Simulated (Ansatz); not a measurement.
Starting structure, (101) slab as cut from the bulk (Hf2N, P4_2/mnm (No. 136), (1 0 1) face):

```yaml
crystal:
  lattice:
    - [5.29554, 0.00000, 0.00000]
    - [0.00000, 6.20154, 0.00000]
    - [0.00000, 0.00000, 24.89638]
  atoms:
    - { symbol: Hf, position: [0.29546, 0.51372, 0.30125] }
    - { symbol: Hf, position: [0.20454, 0.01372, 0.30125] }
    - { symbol: N, position: [0.00000, 0.72916, 0.33396] }
    - { symbol: N, position: [0.50000, 0.22916, 0.33396] }
    - { symbol: Hf, position: [0.70454, 0.94460, 0.36666] }
    - { symbol: Hf, position: [0.79546, 0.44460, 0.36666] }
    - { symbol: Hf, position: [0.29546, 0.24287, 0.41195] }
    - { symbol: Hf, position: [0.20454, 0.74287, 0.41195] }
    - { symbol: N, position: [0.00000, 0.45831, 0.44465] }
    - { symbol: N, position: [0.50000, 0.95831, 0.44465] }
    - { symbol: Hf, position: [0.70454, 0.67375, 0.47736] }
    - { symbol: Hf, position: [0.79546, 0.17375, 0.47736] }
    - { symbol: Hf, position: [0.29546, 0.97203, 0.52264] }
    - { symbol: Hf, position: [0.20454, 0.47203, 0.52264] }
    - { symbol: N, position: [0.00000, 0.18747, 0.55535] }
    - { symbol: N, position: [0.50000, 0.68747, 0.55535] }
    - { symbol: Hf, position: [0.70454, 0.40291, 0.58805] }
    - { symbol: Hf, position: [0.79546, 0.90291, 0.58805] }
    - { symbol: Hf, position: [0.29546, 0.70119, 0.63334] }
    - { symbol: Hf, position: [0.20454, 0.20119, 0.63334] }
    - { symbol: N, position: [0.00000, 0.91662, 0.66604] }
    - { symbol: N, position: [0.50000, 0.41662, 0.66604] }
    - { symbol: Hf, position: [0.70454, 0.13206, 0.69875] }
    - { symbol: Hf, position: [0.79546, 0.63206, 0.69875] }
```

Theory: Ansatz, DFT PBEsol, scalar-relativistic, plane waves, PAW. Cutoff 420 eV; k points 7×6×1 on the computed 24-atom cell (Γ-centred); Gaussian smearing, width 0.10 eV; no spin polarisation. The cell repeats along c with a dipole correction in the vacuum.

All atoms are free. The cell is fixed. Force threshold 0.02 eV/Å.

Problem. Where does it end?

Solution. The energy falls by 1.169 eV in 6 steps, to:

```
CELL_PARAMETERS angstrom
5.29554 0.00000 0.00000
0.00000 6.20154 0.00000
0.00000 0.00000 24.89638
ATOMIC_POSITIONS crystal
Hf 0.31051 0.55079 0.31224
Hf 0.18949 0.05079 0.31224
N 0.99624 0.74729 0.33250
N 0.50376 0.24729 0.33250
Hf 0.67749 0.93531 0.36431
Hf 0.82251 0.43531 0.36431
Hf 0.31377 0.26481 0.41585
Hf 0.18623 0.76481 0.41585
N 0.99858 0.46191 0.44491
N 0.50142 0.96191 0.44491
Hf 0.68750 0.66144 0.47508
Hf 0.81250 0.16144 0.47508
Hf 0.31250 0.98434 0.52492
Hf 0.18750 0.48434 0.52492
N 0.00142 0.18387 0.55509
N 0.49858 0.68387 0.55509
Hf 0.68623 0.38097 0.58415
Hf 0.81377 0.88097 0.58415
Hf 0.32251 0.71047 0.63569
Hf 0.17749 0.21047 0.63569
N 0.00376 0.89849 0.66750
N 0.49624 0.39849 0.66750
Hf 0.68949 0.09499 0.68776
Hf 0.81051 0.59499 0.68776
```

Spin–orbit coupling is left out, which can shift energies with elements as heavy as these.

Cost: 1 run of about 33 core-minutes, on Intel Xeon 6975P-C (Granite Rapids) (shared hosts).